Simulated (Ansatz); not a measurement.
## What DFT gives for GaMo

```
CELL_PARAMETERS angstrom
0.00000 3.34202 0.00000
3.34202 0.00000 0.00000
1.67101 1.67101 -5.65443
ATOMIC_POSITIONS crystal
Ga 0.41600 0.41600 0.16800
Ga 0.16600 0.66600 0.66800
Mo 0.00000 0.00000 0.00000
Mo 0.75000 0.25000 0.50000
```

The numbers come from plane-wave PAW DFT (Ansatz): r2SCAN, no spin polarisation, 500 eV, 8×8×8 Γ-centred k points, cold occupations (width 0.0198 eV). Nothing was relaxed.

Charges: Bader charges in e: Ga -0.26, Mo +0.26. In the mean Mo gives up most and Ga takes most, against the order of Pauling's electronegativities.
At the Fermi level: It is a metal, with about 4.3 states/eV a cell as the mean within 0.25 eV of the Fermi level, mostly Mo d (75 %) and Ga p (19 %).
Formation energy: 0.47 eV an atom against the elements' usual phases (free molecules for gases, crystals otherwise, with no correction for O₂ or N₂), so at this geometry it isn't bound against them. Relaxing would lower it.
Forces: The largest is on Ga1 (and as large on other atoms): 0.16 eV/Å, components (0.00, 0.00, 0.16). It makes 138° with the line to a nearest neighbour, Mo4 at 2.51 Å, pointing away from it.
Stress: The pressure is 7.4 GPa (compression positive), so with the atoms held at these fractions the cell would first expand.
Contacts: Ga–Mo at 2.51 Å: least valence density 0.41 e/Å³ and ELF 0.35 there. These are pseudo-fields; inside the PAW spheres they differ from the all-electron ones.

Origin: a known structure type with other elements, at an estimated volume, so it need not be a known compound.
